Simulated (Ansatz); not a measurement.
ZnCu:
```yaml
crystal:
  lattice:
    - [2.96336, 0.00000, 0.00000]
    - [0.00000, 2.96336, 0.00000]
    - [0.00000, 0.00000, 2.96336]
  atoms:
    - { symbol: Cu, position: [0.00000, 0.00000, 0.00000] }
    - { symbol: Zn, position: [0.50000, 0.50000, 0.50000] }
```

Relaxed with PBE. Special points in fractions of this cell's reciprocal vectors: Γ (0.000, 0.000, 0.000); X (0.000, 0.500, 0.000); M (0.500, 0.500, 0.000); R (0.500, 0.500, 0.500).

**Question.** List the band energies nearest the Fermi level at these points for plane-wave PAW PBE (Ansatz code).

**Answer.** In eV from the Fermi level; about four levels below and three above (degenerate sets whole), none deeper than 8.9 eV; points with the same levels are listed once.

```
k                          below                    above
-  -----------------------------  -----------------------
Γ  -3.52 -3.52 -2.68 -2.68 -2.68           6.11 6.11 6.11
X        -3.22 -3.22 -2.75 -1.98  11.52 11.52 12.10 12.10
M  -2.83 -2.83 -2.45 -1.87 -1.87          1.69 2.00 13.71
R  -4.21 -4.21 -4.21 -2.43 -2.43      3.70 4.26 4.26 4.26
```

Space group Pm-3m (CsCl type). The PBE relaxation kept the symmetry of its start; phonons on a q-mesh show no instability. No spin polarisation was allowed.

Potentials: the later of the program's two PAW sets.
